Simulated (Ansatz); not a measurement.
Input:

Pt:
```
CELL_PARAMETERS angstrom
      2.60365     0.00000     0.00000
      0.00000     2.60365     0.00000
      0.00000     0.00000     2.60365
ATOMIC_POSITIONS crystal
  Pt 0.00000 0.00000 0.00000
```

This is the r²SCAN-relaxed structure.

Q: All from plane-wave PAW r²SCAN (Ansatz code), unless another level is named. Give the bulk modulus (Birch–Murnaghan fit).

A: 2040 kbar.

Q: Predict the elastic constants (relaxed ions, GPa).

A: C11 = 475, C12 = 70.2, C44 = 10.7.

Space group Pm-3m (simple cubic). A made-up cell: these elements were put on the sites of a structure type; neither database checked (COD, Materials Project) lists it. It is not the phase usual at ambient conditions (space group No. 225). The cell was relaxed with r²SCAN under the symmetry of its start; its stability against distortions is not shown here. No spin polarisation was allowed. As this level gives no gap, shear constants depend on the k-mesh and smearing (Fermi–Dirac, 0.1 eV here). Scalar-relativistic: spin–orbit coupling is off unless named, which matters more the heavier the elements.

Potentials: the earlier of the program's two PAW sets.
